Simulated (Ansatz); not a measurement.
Data:

Ca:
```cif
data_Ca4
_chemical_formula_sum 'Ca4'
_space_group_name_H-M_alt 'Fm-3m'
_space_group_IT_number 225
_space_group_name_Hall '-F 4 2 3'
_cell_length_a 5.33596
_cell_length_b 5.33596
_cell_length_c 5.33596
_cell_angle_alpha 90.000
_cell_angle_beta 90.000
_cell_angle_gamma 90.000
loop_
_atom_site_label
_atom_site_type_symbol
_atom_site_symmetry_multiplicity
_atom_site_Wyckoff_symbol
_atom_site_fract_x
_atom_site_fract_y
_atom_site_fract_z
_atom_site_occupancy
Ca1 Ca 4 a 0.00000 0.00000 0.00000 1
```
(The calculation used a cell of 1 atom; values per cell refer to that cell.)

This is the LDA-relaxed structure.

**Question.** All from LDA in the plane-wave PAW code Ansatz, unless another level is named. Predict the bulk modulus (Birch–Murnaghan fit).

**Answer.** 191 kbar.

**Question.** And the elastic constants (relaxed ions, GPa)?

**Answer.** C11 = 24.5, C12 = 17.2, C44 = 16.4.

The cell was relaxed with LDA under the symmetry of its start. As this level gives no gap, shear constants depend on the k-mesh and smearing (Fermi–Dirac, 0.1 eV here).

Potentials: the earlier of the program's two PAW sets.
